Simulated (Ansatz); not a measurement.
Bands of CdH2

```
Cd H
1.0
     0.00000    2.55277    2.55277
     2.55277    0.00000    2.55277
     2.55277    2.55277    0.00000
Cd H
1 2
Direct
  0.00000 0.00000 0.00000
  0.25000 0.25000 0.25000
  0.75000 0.75000 0.75000
```

Atoms are numbered in the order listed.

The structure comes from a relaxation in the same program, started in the fluorite type, and has space group Fm-3m. Whether it is a known phase or the ground state wasn't checked.

Theory: DFT, PBE, all-electron LAPW, scalar-relativistic (Ansatz 0.2.0).

Numerical set-up: a Γ-centred 11×11×11 k mesh, Fermi–Dirac smearing of 0.05 eV, basis error target 1 meV/atom, no spin polarisation.

Points in fractions of the reciprocal vectors of this cell: Γ (0, 0, 0), X (0.5, 0, 0.5), U (0.625, 0.25, 0.625), K (0.375, 0.375, 0.75), L (0.5, 0.5, 0.5), W (0.5, 0.25, 0.75). The path joins them by straight lines in the order Γ–X–U–K–Γ–L–W–X; legs that retrace an earlier one aren't tabulated. Energies are in eV from the Fermi level.

Metal or insulator at this level of theory?

No gap opens: metallic or semimetallic.

Tabulate bands 8 to 13, counted from the lowest band of the run, along the path.


```csv
k (1/Å),point,band 8,band 9,band 10,band 11,band 12,band 13
0.00,Γ,-8.54,-8.30,-8.30,0.36,10.43,10.47
0.31,,-8.49,-8.33,-8.27,0.32,8.26,8.33
0.62,,-8.35,-8.22,-7.78,0.25,4.58,6.15
0.92,,-8.19,-8.17,-6.20,0.19,1.15,4.72
1.23,X,-8.13,-8.13,-5.04,-0.64,0.17,4.22
1.34,,-8.15,-8.13,-4.96,-0.63,-0.05,4.24
1.45,,-8.17,-8.14,-4.72,-0.82,-0.37,4.30
1.56,,-8.20,-8.16,-4.36,-1.59,-0.25,4.43
1.67,U,-8.23,-8.18,-3.91,-2.50,0.01,4.61
1.85,,-8.26,-8.17,-3.64,-2.94,0.26,3.54
2.04,,-8.27,-8.16,-3.33,-3.31,0.47,2.97
2.23,,-8.26,-8.17,-3.64,-2.94,0.26,3.54
2.42,K,-8.23,-8.18,-3.91,-2.50,0.01,4.61
2.75,,-8.32,-8.28,-5.19,-2.25,1.40,5.55
3.07,,-8.35,-8.33,-7.30,-0.61,3.83,7.10
3.40,,-8.45,-8.32,-8.27,0.24,7.23,8.55
3.72,Γ,-8.54,-8.30,-8.30,0.36,10.43,10.47
3.99,,-8.52,-8.30,-8.30,0.28,7.79,9.53
4.26,,-8.27,-8.27,-7.95,-0.44,5.62,8.01
4.52,,-8.19,-8.19,-6.52,-2.29,5.15,6.74
4.79,L,-8.15,-8.15,-4.86,-4.21,5.42,6.05
5.01,,-8.24,-8.16,-4.62,-4.12,4.15,5.62
5.23,,-8.37,-8.17,-4.00,-3.82,2.16,4.27
5.44,,-8.27,-8.16,-3.33,-3.31,0.47,2.97
5.66,W,-8.26,-8.13,-2.97,-2.97,-0.32,2.42
5.81,,-8.23,-8.13,-3.77,-2.06,-0.38,2.63
5.97,,-8.19,-8.13,-4.43,-1.11,-0.50,3.18
6.12,,-8.16,-8.13,-4.88,-0.61,-0.24,3.86
6.28,X,-8.13,-8.13,-5.04,-0.64,0.17,4.22
```
